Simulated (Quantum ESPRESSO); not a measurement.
# Planted mistakes on one cell of InGaAlMgSP3

The results below are calculated, not measured. They come from pw.x of Quantum ESPRESSO 7.5, a plane-wave density functional program, with PseudoDojo standard norm-conserving files (v0.5 for PBE, v0.4.1 for LDA and PBEsol). The cells are made up: elements, strain and atom displacements were drawn at random, and nothing was relaxed. There is no spin polarisation, spin-orbit coupling or dispersion term.

The cell has 8 sites of a zincblende or diamond lattice. Sites 1 to 4 hold In Ga Al Mg; sites 5 to 8 hold S P P P. Cell vectors in Å: (5.789, 0.002, 0.029); (0.002, 5.698, -0.060); (0.029, -0.060, 5.676). Settings: PBE, cutoff 1143 eV, 4 x 4 x 4 k mesh shifted by half a step, Fermi-Dirac smearing of 0.025 eV.

The intended run has a self-consistency threshold of 1e-07 eV, a smearing term of 0.000 eV, a pressure of 0.23 GPa and 10 iterations. Each further run changes one thing: all lengths scaled by 0.9946; atoms of sites 2 and 4 exchanged; k mesh 1 x 1 x 1; one electron added; smearing 0.35 eV; threshold 0.3 eV. A coarse mesh keeps the shift, and a charged cell sits in a uniform background.

```
run  change of free energy (eV)  smearing term -TS (eV)  change of P (GPa)  largest change of a force component (eV/Å)  iterations
  A                      -0.072                  -0.310               0.22                                       0.051          10
  B                       0.014                   0.000               1.08                                       0.081          10
  C                       7.180                  -0.009              10.18                                       0.295          11
  D                       0.071                   0.000              -0.09                                       2.547           3
  E                       6.104                   0.000               4.48                                       0.387          11
  F                      -0.065                   0.000              -0.06                                       1.250          10
```

A rerun of the intended cell at 1437 eV and k mesh 6 x 6 x 6 moved values by no more than 0.005 eV in the cell's energy, 0.02 GPa in stress and 0.007 eV/Å in force.

Question: which change belongs to which run?

## Worked reading

Run D has the fewest iterations, as a run stopped early does. Run A has the largest smearing term, as wide smearing gives. Run B changes the volume by a factor of 0.9839; minus its pressure change over the logarithm of that factor, 67 GPa, is a rough bulk modulus with clamped atoms. Energies from files of another functional, or of a charged cell, have another zero and say nothing on stability; the pressure of a charged cell rests on the program's zero of potential too.

## Key

```
run,change
A,smearing 0.35 eV
B,all lengths scaled by 0.9946
C,one electron added
D,threshold 0.3 eV
E,k mesh 1 x 1 x 1
F,atoms of sites 2 and 4 exchanged
```